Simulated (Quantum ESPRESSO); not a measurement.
# Computed records: Si2BPC4 (made-up cell)

Calculation on a made-up crystal cell, not a measurement, rerun at a higher cutoff and a denser mesh: periodic Kohn-Sham density functional theory in plane waves with PseudoDojo standard norm-conserving scalar-relativistic pseudopotentials, each functional with its own files (v0.5 for PBE, v0.4.1 for LDA and PBEsol), no spin polarisation, no spin-orbit coupling, atoms not relaxed, stress positive in tension, energies less a fixed whole-eV offset for each atom's element; levels are Kohn-Sham levels at fractions of this cell's reciprocal vectors, counted from the reference band (half the neutral cell's valence electrons, rounded up) at Gamma; error bars give the change to or from the runs named with them, not the error of the files; each bar is the largest change over components, and at least 0.002 eV, 0.002 eV per angstrom or 0.02 GPa; energies are for the whole cell, and the offsets were chosen from early runs and are not element reference energies. Program: Quantum ESPRESSO 7.5.

```json
{"formula": "Si2BPC4", "kind": "made-up cell", "structure": {"cell_angstrom": [[3.0701, -0.0044, -0.0016], [-0.0076, 5.4426, 0.0579], [-0.0026, 0.0546, 5.0377]], "atoms_fractional": [["Si", 0.02689, -0.00865, 0.00571], ["P", 0.4911, 0.48833, 0.00822], ["B", 0.51962, 0.15001, 0.51405], ["Si", -0.00684, 0.6534, 0.51088], ["C", 0.00542, -0.00455, 0.37338], ["C", 0.47411, 0.51306, 0.36996], ["C", 0.48489, 0.15688, 0.86946], ["C", -0.00539, 0.6657, 0.88148]]}, "given": {"lattice_type": "wurtzite", "functional": "pbe", "cutoff [eV]": 1347, "fermi_dirac_smearing [eV]": 0.025, "scf_tolerance [eV]": 1e-07, "electrons_removed": 0, "k_mesh": "8 x 6 x 6, shifted by half a step", "atom_site": [1, 2, 3, 4, 5, 6, 7, 8], "atom_energy_offset [eV]": [-115, -189, -79, -115, -163, -163, -163, -163]}, "results": {"stress_zz [GPa]": null, "stress_xz [GPa]": null}}
```

Questions
1. Give the missing stress zz for Si2BPC4 (made-up cell).
2. Estimate the stress xz of Si2BPC4 (made-up cell).
3. Give the table of forces values for Si2BPC4 (made-up cell).

Calculated values
1. 14.9 GPa
2. 1.964 GPa
3. 
Forces:
| site | x (eV/Å) | y (eV/Å) | z (eV/Å) |
| --- | --- | --- | --- |
| 1 | -2.377 | 1.14 | 1.26 |
| 2 | -0.07427 | -0.6801 | 0.9611 |
| 3 | -0.6342 | -0.8116 | -1.333 |
| 4 | -0.9582 | 2.195 | -2.53 |
| 5 | 0.03307 | 1.233 | 3.007 |
| 6 | 1.534 | -2.695 | 0.03994 |
| 7 | 2.388 | 1.67 | -1.639 |
| 8 | 0.08896 | -2.051 | 0.2337 |

Further results for Si2BPC4 (made-up cell):

* free energy less offsets: -2.255 eV
* scf iterations: 14
* smearing term minus ts: 0 eV
* pressure: -17.02 GPa
* stress xx: 12.59 GPa
* stress yy: 23.56 GPa
* stress yz: 4.272 GPa
* stress xy: -1.5 GPa
* error bar energy: 0.002426 eV
* error bar stress: 0.1871 GPa
* error bar force: 0.009547 eV/Å
* error bars from: change from the looser run of this cell
